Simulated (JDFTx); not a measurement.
Cu(110) slab cut from bulk Cu (space group Fm-3m, indices of the conventional cell, lattice of the Materials Project entry mp-30, not re-optimised): 8 atoms in 8 planes, a 1x1 cell of 9.05 Å² (|a| = 2.530, |b| = 3.577 Å), 8.8 Å between the outermost planes, cell height 24.9 Å, 8×6×1 k mesh, Fermi smearing 0.01 Ha, no spin polarisation.

Method: PBE, GBRV ultrasoft potentials, plane waves to 20/100 Ha, in JDFTx (a modified build). Liquid on both sides: linear PCM (GLSSA13), water, 2 M NaF; nuclei fixed. 

Charging data:

```csv
U − U_pzc (V),σ (μC/cm²)
-0.16,-2.70
0.00,0.00
0.29,5.49
0.49,9.78
0.69,14.62
0.71,15.00
```

Working it through: a check of Lippmann's equation. The grand free energy per area against the neutral slab, Δγ = [F(N) − F(N₀) − μ(N − N₀)]/2A, is taken from the total energies of the same runs.

```tsv
U − U_pzc (V)	Δγ (mJ/m²)
-0.16	-2.2
0.00	0.0
0.29	-7.8
0.49	-23.0
0.69	-47.3
0.71	-49.4
```

Δγ is largest at zero charge and falls away from it, as dγ/dU = −σ demands. At 0.71 V the computed -49.4 mJ/m² stands beside -52.9 mJ/m² from the constant-capacitance formula.
